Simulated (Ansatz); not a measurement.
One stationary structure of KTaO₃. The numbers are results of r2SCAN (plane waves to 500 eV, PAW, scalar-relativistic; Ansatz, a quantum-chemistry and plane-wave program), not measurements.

```cif
data_KO3Ta
_chemical_formula_sum 'K1 Ta1 O3'
_space_group_name_H-M_alt 'P 1'
_space_group_IT_number 1
_cell_length_a 3.99015
_cell_length_b 3.99015
_cell_length_c 3.99015
_cell_angle_alpha 90.000
_cell_angle_beta 90.000
_cell_angle_gamma 90.000
loop_
_space_group_symop_operation_xyz
  'x, y, z'
loop_
_atom_site_label
_atom_site_type_symbol
_atom_site_fract_x
_atom_site_fract_y
_atom_site_fract_z
_atom_site_occupancy
K1 K 0.50000 0.50000 0.50000 1
Ta1 Ta 0.00000 0.00000 0.00000 1
O1 O 0.00000 0.50000 0.00000 1
O2 O 0.00000 0.00000 0.50000 1
O3 O 0.50000 0.00000 0.00000 1
```

**Question.** Determine the symmetry and give the standard cell with its independent sites.

**Answer.** Space group Pm-3m (No. 221); a = 3.990 Å, b = 3.990 Å, c = 3.990 Å, α = 90.00°, β = 90.00°, γ = 90.00°

```json
[
 {"atom": "K", "site": "1b", "symmetry": "m-3m", "x": "0.5000", "y": "0.5000", "z": "0.5000"},
 {"atom": "Ta", "site": "1a", "symmetry": "m-3m", "x": "0.0000", "y": "0.0000", "z": "0.0000"},
 {"atom": "O", "site": "3d", "symmetry": "4/mm.m", "x": "0.0000", "y": "0.0000", "z": "0.5000"}
]
```

This is the cubic perovskite type.

**Question.** Give the shortest distances between elements (the closest pairs, up to four, under 3.6 Å).

**Answer.** O–Ta 2.00 Å; K–O 2.82 Å; O–O 2.82 Å; K–Ta 3.46 Å.

The volume per atom comes out as 12.71 Å³. The band gap is 2.63 eV, indirect (valence top at R, conduction bottom at Γ) (no spin-orbit coupling) and the smallest direct gap is 3.27 eV at Γ.

No spin polarisation in the result.

The run could not lose the symmetry of its start.
